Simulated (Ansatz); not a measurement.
**Cd2W single point**

input.yaml (Ansatz 0.2.0)

```yaml
crystal:
  lattice:
    - [3.40056134, 0.0, 0.0]
    - [1.70028067, -5.99543822, 0.0]
    - [0.0, 0.0, -5.34350956]
  atoms:
    - { symbol: Cd, position: [0.4299, 0.1402, 0.8833] }
    - { symbol: Cd, position: [0.5701, 0.8598, 0.3833] }
    - { symbol: Cd, position: [0.298, 0.404, 0.1997] }
    - { symbol: Cd, position: [0.702, 0.596, 0.6997] }
    - { symbol: W, position: [0.09314, 0.81372, 0.0], spin: 1, spin_axis: [-0.33115, 0.42881, 0.84051] }
    - { symbol: W, position: [0.90686, 0.18628, 0.5], spin: 1, spin_axis: [0.87871, -0.19167, 0.43718] }
  symmetry: { tolerance: 0.0003 }
kpoints:
  mp_grid: { grid: [6, 6, 4], shift: [0, 0, 0] }
  band_path:
    path:
      - [0.0, 0.0, 0.0]
      - [0.0, -0.5, 0.0]
      - [-0.45978673, -0.72989337, 0.0]
      - [-0.54021327, -0.27010663, 0.0]
      - [0.0, 0.0, 0.0]
      - [0.0, 0.0, 0.5]
      - [-0.54021327, -0.27010663, 0.5]
      - [-0.45978673, -0.72989337, 0.5]
      - [0.0, -0.5, 0.5]
      - [0.0, -0.5, 0.0]
      - [0.0, 0.0, 0.0]
    npoints: 6
magnetization:
  noncollinear: true
  spin_orbit: false
scf:
  occupations: { method: fermi_dirac }
  lower_state_search: "off"
  max_iter: 200
hamiltonian:
  pseudopotentials: { kind: paw }
  xc: pbe
basis:
  ecutwfc: 420
  fft_grid_basis: typed
output:
  forces: true
  stress: true
  eigenvalues: true
  bader: true
  populations: true
  elf: true
  write_potential: true
  volumetric_format: npy
  dos:
    e_range: [-12, 8]
    de: 0.05
    projected: { site_lists: { Cd: [Cd], W: [W] } }
    method: { smearing: { sigma: 0.1, scheme: gaussian } }
checkpoint:
  read: saved_state
```

The saved state is an earlier solution for the same cell, perhaps on another mesh. The state carries no moments; the state need not be the lowest.

Output (shortened):

```
Pseudopotentials: kind: paw
Pseudopotential: Cd, paw, valence charge 20, recommended cutoff 420 eV (normal), Cd.paw.azcp
Pseudopotential: W, paw, valence charge 14, recommended cutoff 420 eV (normal), W.paw.azcp
Functional definition: PBE
  exchange = pbe_x(kappa = kappa, mu = beta*pi^2/3)
  correlation = pbe_c(beta = beta)
Crystal: 6 atoms, lattice volume = 108.943 Å³
Basis set: ecut = 420 eV, 2145 PW (Γ), exchange–correlation on 48×90×72 points (8 copies of the dense FFT grid, shifted against one another)
Bands: 130, of which v1, the nominal top of the filled ones, is band 108 counted from 1 (107 counted from 0)
Symmetry: 4 space group operations + 4 with time reversal
Moments: of one size on atoms that these operations exchange, one fixing the others by the rotation that the starting moments gave each, and all in one plane where the starting moments lie in one or along one axis (crystal.symmetry.detect: false holds none)
k-points: 39 of 144 (time reversal used)
Initial density: read from a saved state, or passed on in memory by an earlier SCF of this step, an earlier step, the calling program or the single point that the run made first
Starting moments: Σ|m| = 2 μB on 2 of 6 sites; this step starts from the density that it was given
Functional: x = pbe(κ = 0.804, μ = 0.2195), c = pbe(β = 0.0667)
Magnetization: |M| = 0.0000 μB,  M = (+0.0000, +0.0000, +0.0000) μB
Absolute magnetization: 0.0001 μB (∫|m|, with the PAW one-centre terms)
  site 0: m = (+0.0000, +0.0000, +0.0000) μB, |m| = 0.0000 μB  (R = 0.95 Å)
  site 1: m = (+0.0000, +0.0000, +0.0000) μB, |m| = 0.0000 μB  (R = 0.95 Å)
  site 2: m = (+0.0000, +0.0000, +0.0000) μB, |m| = 0.0000 μB  (R = 0.95 Å)
  site 3: m = (+0.0000, +0.0000, +0.0000) μB, |m| = 0.0000 μB  (R = 0.95 Å)
  site 4: m = (+0.0000,  0.0000, +0.0000) μB, |m| = 0.0000 μB  (R = 1.10 Å)
  site 5: m = ( 0.0000, +0.0000, +0.0000) μB, |m| = 0.0000 μB  (R = 1.10 Å)
Free energy (F): -53776.9366 eV
Harris-Foulkes:  -53776.9366 eV  (|F-HF|=5.82e-11)
Internal energy: -53776.7319 eV  (E = F + TS)
E sigma→0 (E₀):  -53776.8342 eV
Entropy (-TS):   -0.2047 eV (-34.118 meV/atom)
Fermi energy:    18.0930 eV
--- Per-component energies (eV) ---
  E_band       = -1576.4966
  E_kinetic    = 2937.0462
  E_local      = -12808.4658  (includes V_loc(G=0)·N_el)
  E_nonlocal   = 131.9459
  E_hartree    = 5966.4567
  E_xc         = -1248.3104
  E_vxc        = -1374.8077  (∫ρ·V_xc dr)
  E_paw        = -33449.3607  (= ΣΔE_a)
  E_vpaw       = -2395.1285  (= ΣTr[D̂ρ^β])
  E_aug_tail   =  0.0000  (compensation charges beyond the density's cutoff)
  E_ewald      = -15306.0438
  E_smearing   = -0.2047  (= −TS)
--- Forces (eV/Å), atoms counted from 1 ---
  atom   1  Cd     0.0000     1.2540     2.0689
  atom   2  Cd     0.0000    -1.2540     2.0689
  atom   3  Cd     0.0000    -3.6414    -2.6441
  atom   4  Cd     0.0000     3.6414    -2.6441
  atom   5  W      0.0000    -1.1397     0.5752
  atom   6  W      0.0000     1.1397     0.5752
--- Stress (GPa, compression-positive) ---
       13.8724       0.0000       0.0000
        0.0000      36.4643       0.0000
        0.0000       0.0000      34.4664
  P = ⅓ Tr σ = 28.2677 GPa (282.677 kbar)
--- Löwdin populations: 6 sites ---
  site symbol       q [e]
     0     Cd     19.0904
     1     Cd     19.0904
     2     Cd     19.2044
     3     Cd     19.2044
     4      W     14.8910
     5      W     14.8910
  spilling = 0.0151 (of n_electrons = 108.0000)
```

Total energies depend on the potentials used, so only differences within one code and one set of settings carry meaning.

Origin: a known structure type with other elements, at an estimated volume, so it need not be a known compound. Caveats: the k mesh is coarse if the cell is a metal; atoms or cell far from equilibrium.
